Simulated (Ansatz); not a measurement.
Here is the system:

NaI:
```
CELL_PARAMETERS angstrom
      0.00000     3.12961     3.12961
      3.12961     0.00000     3.12961
      3.12961     3.12961     0.00000
ATOMIC_POSITIONS crystal
  Na 0.00000 0.00000 0.00000
  I  0.50000 0.50000 0.50000
```

This is the LDA-relaxed structure.

Question: All from DFT-LDA in the program Ansatz with PAW potentials, unless another level is named. Predict the Born charges (a third of the trace).

Answer: Na +1.16, I -1.16 e.

Question: What about the static dielectric constant ε0 (ions relaxed, cell fixed)?

Answer: 6.89.

Question: Predict the electronic dielectric constant ε∞ (DFPT).

Answer: 3.63.

Space group Fm-3m (rock salt). Symmetry was held in the LDA relaxation; phonons on a q-mesh show no instability. Scalar-relativistic: spin–orbit coupling is off unless named, which matters more the heavier the elements.

Potentials: the later of the program's two PAW sets.
